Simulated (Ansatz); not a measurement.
## Li₇Si: relaxed-ion elastic tensor

These are results of Ansatz, DFT PBE, scalar-relativistic, plane waves, PAW, not measurements. Plane waves to 420 eV; Γ-centred k mesh 8×8×8; Fermi-Dirac smearing of 0.15 eV. No spin polarisation.

Relaxed structure:
```
Li Si
1.0
    -3.21400    3.21400    3.21400
     3.21400   -3.21400    3.21400
     3.21400    3.21400   -3.21400
Li Si
7 1
Cartesian
  3.2140 0.0000 0.0000
  0.0000 0.0000 3.2140
  0.0000 3.2140 0.0000
  1.6070 1.6070 -1.6070
  1.6070 -1.6070 1.6070
  -1.6070 1.6070 1.6070
  1.6070 1.6070 1.6070
  0.0000 0.0000 0.0000
```

It was reached by relaxing an invented guess, and it needn't be the stable form of this composition. In a metal, frequencies and elastic constants depend on the k mesh and the smearing, soft modes and shear constants most.

Problem. Give the relaxed-ion elastic constants (GPa, Voigt order xx yy zz yz xz xy, on the Cartesian axes of the cell above).

Solution.
```
25.0 19.5 19.5  0.0  0.0  0.0
19.5 25.0 19.5  0.0  0.0  0.0
19.5 19.5 25.0  0.0  0.0  0.0
 0.0  0.0  0.0 18.3  0.0  0.0
 0.0  0.0  0.0  0.0 18.3  0.0
 0.0  0.0  0.0  0.0  0.0 18.3
```

Problem. Is the crystal stable against homogeneous strain?

Solution. Too close to call: the least eigenvalue is 5.5 GPa, within what the k mesh leaves open in a metal.
